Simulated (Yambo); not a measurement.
Yambo run on AgI (wurtzite, space group P6_3mc, No. 186). The wavefunctions are LDA (pw.x of Quantum ESPRESSO, ONCV potentials, scalar-relativistic) ones on a 3×3×2 mesh (26 occupied bands); a = b = 4.4822 Å, c = 7.3340 Å, α = β = 90.00°, γ = 120.00°.

Yambo input:

```
rim_cut
HF_and_locXC
RandQpts= 1000000
RandGvec= 1 Ry
EXXRLvcs= 86 Ry
VXCRLvcs= 344 Ry
% QPkrange
 1 | 1 | 26 | 27 |
 2 | 2 | 26 | 27 |
%
```

k points by index: 1 = Γ, 2 = A.

Resulting energies as the program prints them:

```
#    K-point    Band    Eo [eV]    Ehf [eV]    Vxc [eV]    Vnlxc [eV]
#
    1    26    0.000000    -3.460012    -17.29319    -20.75320
    1    27    1.088881    5.469836    -9.868636    -5.487682
    2    26    -0.434201    -3.989816    -16.79265    -20.34826
    2    27    2.455735    6.965364    -10.28584    -5.776213
```
Exchange alone, without screening.

Spin-orbit coupling is not included.

Geometry relaxed with LDA.
